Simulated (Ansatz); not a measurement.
B in space group Cmce (No. 64; B on 8f) at seven volumes, PBE in the plane-wave PAW code Ansatz, shape and atoms relaxed at each. One row is withheld.

```csv
V (Å³/atom),P (GPa)
5.806,29.26
5.998,18.14
6.189,8.45
6.381,0.01
6.572,?
6.763,-13.79
6.955,-19.40
```

Task: Fit the shown pressures and predict the withheld one.

Result: P = (3/2)B₀(x^(7/2) − x^(5/2))[1 + (3/4)(B′ − 4)(x − 1)] with x = (V₀/V)^(2/3). Least squares on the six rows gives V₀ = 6.381 Å³/atom, B₀ = 263 GPa, B′ = 3.53. At V = 6.572, x = 0.9805 and P = -7.36 GPa. The run itself gave -7.37 GPa.

The start of the workflow was typed in or built on a structure type; neither database checked (COD, Materials Project) lists it. It is not the phase usual at ambient conditions (space group No. 166). The PBE relaxation kept the symmetry of its start; whether a distortion lowers the energy is not shown.

Potentials: the earlier of the program's two PAW sets.
